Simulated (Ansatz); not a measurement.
Relaxation of a generated cell, MgS placed in the AFLOW prototype AB_cF16_227_a_b (B32, as in NaTl); 4 atoms in the cell, which starts as Fd-3m, origin choice 1 (No. 227), cF16; a = b = c = 7.030 Å, α = β = γ = 90.00°. Level of theory: r2SCAN (plane waves to 500 eV, PAW, scalar-relativistic; Ansatz, a program for electronic structure). Γ-centred k-mesh 8×8×8 on the run's cell, Fermi–Dirac smearing 0.05 eV. This is the first round of the run. 

The optimiser's lines from the output (shortened; P is positive under compression):

```
relax step   1: F+E_penalty+E_count = -5664.40579854 eV  Δ(F+E_penalty+E_count) = +0.000e0 eV  max|allowed force component| = 3.881e-17 eV/Å  Δτ_max = 0.0000 Å  P = -7.412 GPa  Ω = 86.853 Å³  (7 SCF iters, dr2 threshold 1.00e-7 eV, accepted)
relax step   2: F+E_penalty+E_count = -5664.77851627 eV  Δ(F+E_penalty+E_count) = -3.727e-1 eV  max|allowed force component| = 1.389e-16 eV/Å  Δτ_max = 0.0000 Å  P = -1.705 GPa  Ω = 74.853 Å³  (8 SCF iters, dr2 threshold 4.00e-7 eV, accepted)
relax step   3: F+E_penalty+E_count = -5664.79012748 eV  Δ(F+E_penalty+E_count) = -1.161e-2 eV  max|allowed force component| = 1.435e-16 eV/Å  Δτ_max = 0.0000 Å  P = +0.587 GPa  Ω = 71.890 Å³  (7 SCF iters, dr2 threshold 4.00e-7 eV, accepted)
relax step   4: F+E_penalty+E_count = -5664.79126909 eV  Δ(F+E_penalty+E_count) = -1.142e-3 eV  max|allowed force component| = 9.953e-17 eV/Å  Δτ_max = 0.0000 Å  P = +0.003 GPa  Ω = 72.591 Å³  (6 SCF iters, dr2 threshold 4.00e-7 eV, accepted)
relax step   5: F+E_penalty+E_count = -5664.78903013 eV  Δ(F+E_penalty+E_count) = +2.239e-3 eV  max|allowed force component| = 1.047e-16 eV/Å  Δτ_max = 0.0000 Å  P = -0.003 GPa  Ω = 72.591 Å³  stress off target by 3.15e-3 GPa  SCF on the basis re-selected at this cell (its energy is not comparable with the rows above)  (7 SCF iters)
```

From the first to the last row the energy changes by -0.10 eV/atom and the volume by -16.4 %. The last row is marked as not comparable with the walk above it, whose basis was carried along; it does compare with step 1, since both stand on a basis selected at the nominal cutoff for their own cell.

Later rounds, restarted from the end of this one on a renewed k-mesh, logged 7 more steps and released under 0.01 eV/atom more. The final structure after all rounds: Fd-3m, origin choice 1 (No. 227), cF16, AFLOW prototype AB_cF16_227_a_b (B32, as in NaTl); a = 6.6227 Å, b = 6.6227 Å, c = 6.6227 Å, α = 90.00°, β = 90.00°, γ = 90.00°. Between re-selections the logged energies stand on a plane-wave basis carried along with the cell. No spin polarisation in the result.

The run could not lose the symmetry of its start, so the end can be a saddle point.

All atoms sit on sites fixed by symmetry, so only the cell could relax.

The relaxed structure here is a generated cell of MgS: the first start was made by placing the elements on the sites of a structure type, and the end was not matched to a known phase here, so it may be hypothetical. Known forms of MgS include space group No. 216, 225.
